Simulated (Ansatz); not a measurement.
Relaxed Y (hcp, Mg type):

```xyz
4
Lattice="7.3114 0.0000 0.0000 -1.8278 3.1659 0.0000 0.0000 0.0000 5.6788" Properties=species:S:1:pos:R:3 pbc="T T T"
Y      0.0000     2.1106     4.2591
Y      3.6557     2.1106     4.2591
Y      1.8278     1.0553     1.4197
Y      5.4835     1.0553     1.4197
```

In each cell atom 2 (Y, nearest neighbour Y at 3.538 Å; its periodic images, 3.7 Å or more away, move with it) moves by s·(1.000, 0.000, 0.000) (along Cartesian x), the rest being held.

Level of theory: PBE (plane waves to 420 eV, PAW, scalar-relativistic; Ansatz, a quantum-chemistry and plane-wave program). k mesh 6×12×7 (Γ-centred), Fermi-Dirac smearing 0.05 eV. Energies are smeared free energies. With partly filled bands, energies and forces of such displacements shift with the k mesh and the smearing. The PAW data are Ansatz's earlier set. Y is run without spin polarisation. Y was relaxed with its symmetry unable to fall. ΔE is measured from the undisplaced structure.

The scan covers s from -0.710 to 0.710 Å in 11 points.

Problem. Is the energy the same for displacements of ±0.710 Å, and if not, which side lies higher?

Solution. Not even: the negative side lies higher at ±0.710 Å. With its periodic images moving along, the atom's site symmetry in this cell is mm2.

Problem. What is the force constant k = d²E/ds² of this move at s = 0?

Solution. 3.18 eV/Å².

(For displaced atoms, the force is minus the slope of the energy, and its curvature is a force constant, which sets phonon frequencies.)
